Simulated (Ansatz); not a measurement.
The slice is one period of a {110} plane through atoms; its size isn't given.

Computed with PBE (plane waves to 420 eV, PAW, scalar-relativistic; Ansatz, a program for electronic structure). These are valence fields of a PAW run, semicore shells included where kept as valence: close to a nucleus they are smooth pseudo fields.

```
|98754433223344578|
|77654433333344567|
|55544433333344455|
|44444432222344444|
|33333332112333333|
|33333321111233333|
|22222222112222222|
|11122222222222211|
|01112222222222111|
|00011222332221100|
|00011222222221100|
|00001122222211000|
|00000111111110000|
|00000011111100000|
|00000000000000000|
|11110000000000111|
|22111000000001112|
|32221100000011222|
|33322110000112233|
|44432210000122344|
|55443221111223445|
|77644321111234467|
|98754322222234578|
|99754332222334579|
```
Scale: ten equal steps from -1.80 (start of '0') to 1.53 (end of '9'), in the order '0123456789'. Values: log₁₀ of the valence density in e/Å³. The map has 17 points along u (one character each, u = 0 at the left) and 24 along v (v = 0 in the bottom row). The scale is logarithmic, as a density can span decades between atoms and voids.

```
|xx=#%%%*==*%%%#=x|
|x=*%@@@#==#@@@%*=|
|**#%@@@*::*@@@%#*|
|##%@@@%:xx:%@@@%#|
|##%@@@=xxxx=@@@%#|
|**###*.xxxx.*###*|
|-==++- xxxx -++==|
|..::-:. xx .:-::.|
|   .::::::::::.  |
|    .:--==--:.   |
|    .::----::.   |
|     ..::::..    |
|      ......     |
|                 |
|                 |
|...            ..|
|--:.          .:-|
|*++-.        .-++|
|##*+-.      .-+*#|
|##**+-.    .-+**#|
|*****=:.  .:=****|
|x=+**+=:  :=+**+=|
|xx=***+-..-+***=x|
|xxx*###+--+###*xx|
```
Scale: ten equal steps from 0.01 (start of ' ') to 0.92 (end of '@'), in the order ' .:-=+*#%@'. Values: electron localisation function (ELF). The map has 17 points along u (one character each, u = 0 at the left) and 24 along v (v = 0 in the bottom row). Points within 0.5 Å of a nucleus are blanked (x), as the pseudised field means little there.

Which relaxed crystal do these maps come from?
A) InSb (zinc blende)
B) AlAs (zinc blende)
C) CuI (zinc blende)
D) BP (zinc blende)

B, AlAs (zinc blende). Atoms on the slice: As at (0.00, 0.00); Al at (0.50, 0.75)

All were relaxed with their symmetry unable to fall. At this level the bands of InSb touch or barely overlap; measurements give the solid a gap. CuI is run without spin polarisation. Spin-orbit coupling is left out.
